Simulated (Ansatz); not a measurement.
An Ansatz (a first-principles code) run. Input:

Ansatz 0.2 input:
```yaml
crystal:
  lattice:
    - [3.0039673596, 0.0, 0.0]
    - [0.0, 3.0039673596, 0.0]
    - [0.0, 0.0, 3.0039673596]
  atoms:
    - { symbol: Al, position: [0.0, 0.0, 0.0] }
    - { symbol: Ru, position: [0.5, 0.5, 0.5] }
kpoints:
  mp_grid: { grid: [16, 16, 16] }
hamiltonian:
  xc: pbe
  pseudopotentials: { kind: paw }
scf:
  occupations: { method: fermi_dirac, width: 0.1 }
phonons:
  method: dfpt
  response_accuracy: low
  qmesh: [4, 4, 4]
  interpolated_qmesh: [18, 18, 18]
  dielectric: false
  rigid_motions: translations
  temperatures: { t_max: 1000, t_step: 50 }
  qpath:
    path:
      - [[0.0, 0.0, 0.0], [0.0, 0.5, 0.0], [0.5, 0.5, 0.0], [0.0, 0.0, 0.0], [0.5, 0.5, 0.5], [0.0, 0.5, 0.0]]  # Γ-X-M-Γ-R-X
      - [[0.5, 0.5, 0.5], [0.5, 0.5, 0.0]]  # R-M
    npoints: 13
```

Output (shortened):

```
WARN phonons: nothing shows that this cell's Born effective charges vanish (its symmetry is asked only of a neutral cell with symmetry detection on), so it may …
Pseudopotential: Al, paw, valence charge 3
Pseudopotential: Ru, paw, valence charge 16
Functional definition: PBE
Crystal: 2 atoms, lattice volume = 27.107 Å³
Basis set: ecut = 420 eV, 515 PW (Γ), exchange–correlation on 48×48×48 points (8 copies of the dense FFT grid, shifted against one another)
Bands: 14, of which v1, the nominal top of the filled ones, is band 10 counted from 1 (9 counted from 0)
Symmetry: 48 space group operations
k-points: 165 of 4096
SCF iter   1: F=—  HF=-6417.494462 eV  |F-HF|=—  |Δ(HF+E_count)|=         —  Δρ=3.21e-3  dr2=3.24e-3  ethr=1.77e-3  ⟨swp⟩=5.0  Hψ=12044  notcnv=0
preconditioner: auto → none
SCF iter   2: F=—  HF=-6417.494028 eV  |F-HF|=—  |Δ(HF+E_count)|=   4.34e-4  Δρ=2.00e-3  dr2=1.42e-3  ethr=1.71e-5  ⟨swp⟩=2.2  Hψ=3982  notcnv=0
SCF iter   3: F=—  HF=-6417.493765 eV  |F-HF|=—  |Δ(HF+E_count)|=   2.62e-4  Δρ=2.93e-4  dr2=1.70e-5  ethr=7.47e-6  ⟨swp⟩=2.0  Hψ=2948  notcnv=0
SCF iter   4: F=—  HF=-6417.493762 eV  |F-HF|=—  |Δ(HF+E_count)|=   3.49e-6  Δρ=9.14e-5  dr2=7.83e-7  ethr=8.93e-8  ⟨swp⟩=2.1  Hψ=3061  notcnv=0
SCF iter   5: F=—  HF=-6417.493763 eV  |F-HF|=—  |Δ(HF+E_count)|=   8.73e-7  Δρ=9.82e-6  dr2=5.68e-9  ethr=4.12e-9  ⟨swp⟩=2.1  Hψ=3773  notcnv=0
SCF iter   6: F=—  HF=-6417.493763 eV  |F-HF|=—  |Δ(HF+E_count)|=  6.81e-10  Δρ=3.13e-6  dr2=4.20e-10  ethr=2.99e-11  ⟨swp⟩=2.3  Hψ=3391  notcnv=0
SCF iter   7: F=-6417.493763 eV  HF=-6417.493763 eV  |F-HF|=0.00e0  |Δ(HF+E_count)|=  3.27e-11  Δρ=4.01e-7  dr2=8.89e-12  ethr=1.00e-12  ⟨swp⟩=4.1  Hψ=10932  notcnv=0
SCF 1 converged in 7 iterations: F = -6417.493763 eV  dr2 = 8.89e-12
NSCF: frozen V_eff on 165 k-points
NSCF: frozen V_eff on 405 k-points
DFPT response loops at q = (0, 0, 0) (fractional): preconditioner auto → Kerker (q_TF=auto, 2.571 Å⁻¹) (partly filled bands, converged f_vac=0.000) …
NSCF: frozen V_eff on 2592 k-points
DFPT response loops at q = (0, 0, 0.25) (fractional): mixed as the last ones told, above
NSCF: frozen V_eff on 1458 k-points
DFPT response loops at q = (0, 0, -0.5) (fractional): mixed as the last ones told, above
NSCF: frozen V_eff on 4608 k-points
DFPT response loops at q = (0, 0.25, 0.25) (fractional): mixed as the last ones told, above
NSCF: frozen V_eff on 2592 k-points
DFPT response loops at q = (0, 0.25, -0.5) (fractional): mixed as the last ones told, above
NSCF: frozen V_eff on 1458 k-points
DFPT response loops at q = (0, -0.5, -0.5) (fractional): mixed as the last ones told, above
NSCF: frozen V_eff on 4352 k-points
DFPT response loops at q = (0.25, 0.25, 0.25) (fractional): mixed as the last ones told, above
NSCF: frozen V_eff on 4608 k-points
DFPT response loops at q = (0.25, 0.25, -0.5) (fractional): mixed as the last ones told, above
NSCF: frozen V_eff on 2592 k-points
DFPT response loops at q = (0.25, -0.5, -0.5) (fractional): mixed as the last ones told, above
NSCF: frozen V_eff on 810 k-points
DFPT response loops at q = (-0.5, -0.5, -0.5) (fractional): mixed as the last ones told, above
SCF converged after 7 iterations
Free energy (F): -6417.493763 eV
Harris-Foulkes:  -6417.493763 eV  (|F-HF|=0.00e0)
Internal energy: -6417.440559 eV  (E = F + TS)
E sigma→0 (E₀):  -6417.467161 eV
Entropy (-TS):   -0.053204 eV (-26.602 meV/atom)
Fermi energy:    15.899090 eV
--- Per-component energies (eV) ---
  E_band       = -123.867435
  E_kinetic    = 542.666927
  E_local      = -1809.940847  (includes V_loc(G=0)·N_el)
  E_nonlocal   = 354.576671
  E_hartree    = 643.037372
  E_xc         = -231.990427
  E_vxc        = -270.413126  (∫ρ·V_xc dr)
  E_paw        = -3929.179017  (= ΣΔE_a)
  E_vpaw       = -226.831734  (= ΣTr[D̂ρ^β])
  E_aug_tail   = -0.000170  (compensation charges beyond the density's cutoff)
  E_ewald      = -1986.611069
  E_smearing   = -0.053204  (= −TS)
  E_closure    = 0.000000  (closes the sum)
  Σ components = -6417.493763   (vs F -6417.493763, Δ=0.00e0)
  [band-id]    e_kinetic+e_local+e_nonlocal+2·e_hartree+e_vxc+e_vpaw+e_augmentation_tail = -123.867533   (vs E_band -123.867435, Δ=-9.82e-5)
--- Band table (eV; the first three rows and the last of 165) ---
  k-point 0: bands = ["-55.9123", "-25.8649", "-25.8649", "-25.8649", "6.2878", "12.3768", "12.3768", "16.0521", "16.0521", "16.0521", "21.8984", "21.8984", "21.8984", "26.7344"]
  k-point 1: bands = ["-55.9118", "-25.8725", "-25.8642", "-25.8642", "6.3620", "12.4026", "12.4029", "15.9585", "15.9585", "16.0612", "21.5194", "22.0487", "22.0487", "26.5686"]
  k-point 2: bands = ["-55.9102", "-25.8944", "-25.8624", "-25.8624", "6.5819", "12.4637", "12.4785", "15.7114", "15.7114", "16.0873", "20.6657", "22.4658", "22.4658", "26.1215"]
  k-point 164: bands = ["-55.8689", "-26.0179", "-26.0179", "-26.0179", "11.3173", "11.3173", "11.3173", "17.4737", "17.4737", "18.3836", "19.9769", "19.9769", "19.9769", "24.2969"]
--- Phonons (Γ-DFPT): 2 representative perturbations + reference (Σ response iterations 5) ---
  ASR residual: 5.713e-4 → 0.000e0 eV/Å²; symmetrization residual: 3.062e-5 eV/Å²
  ASR residual per site (eV/Å²): 2.00e-4 5.71e-4
  Γ frequencies (cm⁻¹): 0.00 0.00 0.00 307.37 307.37 307.37
  non-analytic LO–TO correction: not included (Born effective charges unavailable; polar crystals …
--- Phonons (arbitrary-q DFPT): 10 irreducible q on the 4×4×4 mesh ---
  q = [0.0000, 0.0000, 0.0000] (star 1, of the zone-centre solve; hermiticity 8.28e-6, symmetrization 3.26e-13):  0.00  0.00  0.00 307.37 307.37 307.37
  q = [0.0000, 0.0000, 0.2500] (star 6, 4 solved perturbations in 4032 linear systems a pass and spin channel, the states on 1296 of 4096 k-point pairs; hermiticity 1.11e-5, symmetrization 5.55e-14): 104.02 104.02 148.43 297.57 297.57 309.52
  q = [0.0000, 0.0000, -0.5000] (star 3, 4 solved perturbations in 2268 linear systems a pass and spin channel, the states on 729 of 4096 k-point pairs; hermiticity 1.23e-13, symmetrization 2.13e-13): 155.46 155.46 207.58 283.32 283.32 324.47
  q = [0.0000, 0.2500, 0.2500] (star 12, 4 solved perturbations in 7056 linear systems a pass and spin channel, the states on 2304 of 4096 k-point pairs; hermiticity 1.22e-5, symmetrization 5.04e-14): 92.47 133.48 177.24 289.51 306.56 320.27
  q = [0.0000, 0.2500, -0.5000] (star 12, 6 solved perturbations on 1296 of 4096 k-point pairs; hermiticity 8.85e-6, symmetrization 1.34e-14): 132.63 155.63 166.98 278.34 320.09 334.88
  q = [0.0000, -0.5000, -0.5000] (star 3, 4 solved perturbations in 2268 linear systems a pass and spin channel, the states on 729 of 4096 k-point pairs; hermiticity 8.37e-6, symmetrization 9.80e-14): 104.17 104.17 183.78 271.12 345.14 345.14
  q = [0.2500, 0.2500, 0.2500] (star 8, 2 solved perturbations on 2176 of 4096 k-point pairs; hermiticity 7.18e-6, symmetrization 1.43e-13): 135.47 135.47 170.85 308.83 314.21 314.21
  q = [0.2500, 0.2500, -0.5000] (star 12, 4 solved perturbations in 7056 linear systems a pass and spin channel, the states on 2304 of 4096 k-point pairs; hermiticity 6.21e-6, symmetrization 2.10e-13): 143.51 146.88 171.34 304.03 318.28 335.06
  q = [0.2500, -0.5000, -0.5000] (star 6, 4 solved perturbations in 4032 linear systems a pass and spin channel, the states on 1296 of 4096 k-point pairs; hermiticity 6.31e-6, symmetrization 5.11e-14): 147.73 147.73 184.34 302.71 338.31 338.31
  q = [-0.5000, -0.5000, -0.5000] (star 1, 2 solved perturbations on 405 of 4096 k-point pairs; hermiticity 5.88e-13, symmetrization 9.80e-13): 179.01 179.01 179.01 330.17 330.17 330.17
  sum rule: each row above includes the acoustic sum rule's correction from the zone centre's row sums; it moved no ω² by more than (1.42 cm⁻¹)²
  mesh force constants: q→R imaginary residual 2.93e-18; ASR residual 5.713e-4 → 0.000e0 eV/Å²; symmetrization residual 7.105e-15 eV/Å²
  interpolated dispersion: 80 rows × 6 modes
  density of states and harmonic sums: on the 18×18×18 q-mesh, interpolated from the force constants of a 4×4×4 supercell (no non-analytic term)
  largest difference from the sums on the solved wave vectors: F 1.16e-2 eV, S 1.56e-5 and C_V 4.00e-6 eV/K
  zero-point energy: 0.084961 eV/cell   skipped modes (ω ≤ 0): 3   left out of the sums: 8.57e-5 of the cell's modes …
```

Cost: very roughly 21 core-minutes on shared cores.

Space group Pm-3m (CsCl type). The cell was relaxed with PBE under the symmetry of its start. No spin polarisation was allowed. As this level gives no gap, phonon frequencies hold no LO–TO term and depend on the k-mesh and smearing (Fermi–Dirac, 0.1 eV here). Scalar-relativistic: spin–orbit coupling is off unless named, which matters more the heavier the elements.

Potentials: the later of the program's two PAW sets.

Ansatz is a plane-wave DFT program.
